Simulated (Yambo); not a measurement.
Yambo run on ZnSe (zinc blende, space group F-43m, No. 216) under isotropic strain of -2 % on all lattice vectors. The wavefunctions come from this Quantum ESPRESSO step (PBE, PseudoDojo stringent norm-conserving files, scalar-relativistic):

```
&CONTROL
  calculation = 'nscf'
  pseudo_dir = './pseudo'
  outdir = './out'
/
&SYSTEM
  ibrav = 0
  nat = 2
  ntyp = 2
  ecutwfc = 104.0
  ecutrho = 416.0
  occupations = 'fixed'
  force_symmorphic = .true.
  nbnd = 210
/
&ELECTRONS
  conv_thr = 2e-09
  diago_full_acc = .true.
  diago_thr_init = 1e-08
/
ATOMIC_SPECIES
Zn 65.3800 Zn.upf
Se 78.9710 Se.upf
CELL_PARAMETERS angstrom
  0.000000000000   2.760081803791   2.760081803791
  2.760081803791   0.000000000000   2.760081803791
  2.760081803791   2.760081803791   0.000000000000
ATOMIC_POSITIONS crystal
Zn   0.000000000000   0.000000000000   0.000000000000
Se   0.250000000000   0.250000000000   0.250000000000
K_POINTS automatic
4 4 4 0 0 0
```

Yambo input:

```
rim_cut
gw0
dyson
el_el_corr
HF_and_locXC
ppa
em1d
RandQpts= 1000000
RandGvec= 1 Ry
EXXRLvcs= 104 Ry
VXCRLvcs= 416 Ry
Chimod= "HARTREE"
% BndsRnXp
 14 | 208 |
%
NGsBlkXp= 15 Ry
% LongDrXp
 1.0 | 1.0 | 1.0 |
%
PPAPntXp= 27.2114 eV
% GbndRnge
 1 | 208 |
%
GTermKind= "BG"
DysSolver= "n"
ExtendOut
% QPkrange
 1 | 1 | 22 | 23 |
 3 | 3 | 22 | 23 |
 8 | 8 | 22 | 23 |
%
```

k points by index: 1 = Γ, 3 = L, 8 = W.

Resulting energies as the program prints them:

```
#    K-point    Band    Eo [eV]    E [eV]    E-Eo [eV]    Vxc [eV]    Vnlxc [eV]    Sc|Eo [eV]    Sc|E [eV]    dSc/dw|Eo [eV]    Re(Z)    Im(Z)
#
    1    22    0.000000    -0.721882    -0.721882    -17.67818    -20.41046    1.831225    2.010401    -6.753237    0.801167    -0.001240
    1    23    1.619148    1.763239    0.144091    -13.05060    -8.982680    -3.891509    -3.923833    -6.100310    0.816870    -0.001187
    3    22    -0.988913    -1.805402    -0.816489    -16.25565    -19.24700    1.969006    2.174858    -6.859679    0.798664    -0.001276
    3    23    2.683924    2.881889    0.197966    -12.55896    -8.360268    -3.956016    -4.000729    -6.142839    0.815828    -0.001209
    8    22    -3.051069    -4.024762    -0.973694    -12.83580    -16.11759    2.056786    2.308097    -7.022505    0.794865    -0.001301
    8    23    5.477985    5.611360    0.133374    -11.73813    -7.539119    -4.035515    -4.065640    -6.141052    0.815872    -0.001198
```
(The two width columns are left out.) Convergence of these settings isn't established.

Spin-orbit coupling is not included.

Geometry strained from the cell relaxed with PBEsol, atoms relaxed again.
